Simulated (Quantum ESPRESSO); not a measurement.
Ag3Os2AlReV, different elements on one site, starting from this cell

Simulated, not a measurement. The program is pw.x of Quantum ESPRESSO 7.5 (plane-wave density functional theory). The cell is made up: eight metal atoms on a hexagonal close-packed lattice, with elements, volume, strain and displacements drawn at random and not relaxed, so it may be unstable or far from any real phase. PseudoDojo standard norm-conserving files set the functional (PBE unless stated); there is no spin polarisation or spin-orbit coupling, the Fermi-Dirac width of 0.25 eV means electrons at about 2900 K, and the masses in the input are unused placeholders. Heavy elements are run without spin-orbit coupling, which real alloys of them have. A spin test at this wide smearing found no moment, but such smearing suppresses magnetism that the real alloy may have.

The runs put different elements on site 4. Cell, positions, cutoff, mesh and smearing stay as in the input of run 1; sites are counted in its order. Stress in the tables is positive in tension.

Input of run 1:

```
&control calculation='scf', pseudo_dir='./dojo.nc.sr.pbe.v0_5.standard.upf', outdir='./o', disk_io='medium', tprnfor=.true., tstress=.true. /
&system ibrav=0, nat=8, ntyp=5, nbnd=73, ecutwfc=84.00895049, nosym=.true., tot_charge=0,
 occupations='smearing', smearing='fd', degauss=0.0183746611
/
&electrons conv_thr=1.470e-08, electron_maxstep=70, mixing_beta=0.5 /
ATOMIC_SPECIES
Ag 1.0 Ag.upf
Al 1.0 Al.upf
Os 1.0 Os.upf
Re 1.0 Re.upf
V 1.0 V.upf
CELL_PARAMETERS angstrom
-2.8069 0.0 0.0
0.0 0.0 -4.6911
0.0 -9.7235 0.0
ATOMIC_POSITIONS angstrom
Ag 0.0774 -0.0691 0.0824
Os 0.0632 -4.9119 0.0385
Al -0.0752 -3.2906 -2.4547
Re 0.0032 -8.1588 -2.3825
V -1.4809 -2.4332 0.0243
Ag -1.3841 -7.186 0.0383
Os -1.3931 -0.8076 -2.2922
Ag -1.4224 -5.7466 -2.2996
K_POINTS automatic
8 5 3 1 1 1
```

| run | elements on sites 1 to 8 | -TS (eV) | pressure (GPa) | stress xx (GPa) | stress yy (GPa) | stress zz (GPa) | stress yz (GPa) | stress xz (GPa) | stress xy (GPa) | iterations |
| --- | --- | --- | --- | --- | --- | --- | --- | --- | --- | --- |
| 1 | Ag Os Al Re V Ag Os Ag | -1.596 | -4.78 | 4.38 | 6.57 | 3.40 | 0.04 | 0.10 | 1.22 | 19 |
| 2 | Ag Os Al Ga V Ag Os Ag | -1.303 | -2.96 | 0.14 | 6.11 | 2.62 | 0.49 | 0.08 | 1.46 | 17 |
| 3 | Ag Os Al Pd V Ag Os Ag | -1.443 | -3.71 | 2.65 | 5.19 | 3.30 | 0.32 | 0.11 | 1.35 | 20 |
| 4 | Ag Os Al Ag V Ag Os Ag | -1.353 | -0.68 | -0.26 | 1.07 | 1.25 | 0.42 | 0.10 | 1.39 | 18 |

Forces Fx Fy Fz (eV/Å):

| site | run 1 | run 2 | run 3 | run 4 |
| --- | --- | --- | --- | --- |
| 1 | -0.35 0.39 -0.58 | -0.41 0.36 -0.42 | -0.35 0.36 -0.49 | -0.36 0.20 -0.52 |
| 2 | -0.22 3.73 -0.06 | -0.23 3.83 -0.10 | -0.20 3.65 -0.08 | -0.22 3.67 -0.09 |
| 3 | 0.11 0.43 0.67 | 0.09 0.52 0.68 | 0.09 0.41 0.69 | 0.09 0.46 0.69 |
| 4 | -0.02 -2.11 0.78 | 0.01 -1.00 0.34 | -0.02 -0.82 0.59 | -0.02 -0.05 0.59 |
| 5 | 0.10 -0.91 -0.53 | 0.10 -0.66 -0.52 | 0.10 -0.57 -0.55 | 0.10 -0.52 -0.54 |
| 6 | 0.10 -1.85 -0.33 | 0.13 -1.73 -0.14 | 0.12 -1.65 -0.27 | 0.13 -1.53 -0.29 |
| 7 | 0.09 -0.61 0.04 | 0.16 -1.78 0.17 | 0.09 -2.17 0.12 | 0.11 -3.16 0.17 |
| 8 | 0.19 0.93 0.01 | 0.16 0.45 0.00 | 0.17 0.79 -0.01 | 0.17 0.93 0.00 |

Energies are left out, as each element's file has its own zero. A rerun of one cell of this series at a higher cutoff and on a denser mesh moved values by no more than 0.010 eV in energy, 0.16 GPa in stress and 0.020 eV/Å in force, and a second program with other atomic files agreed on that cell to 2 % rms in force and 0.5 GPa in pressure.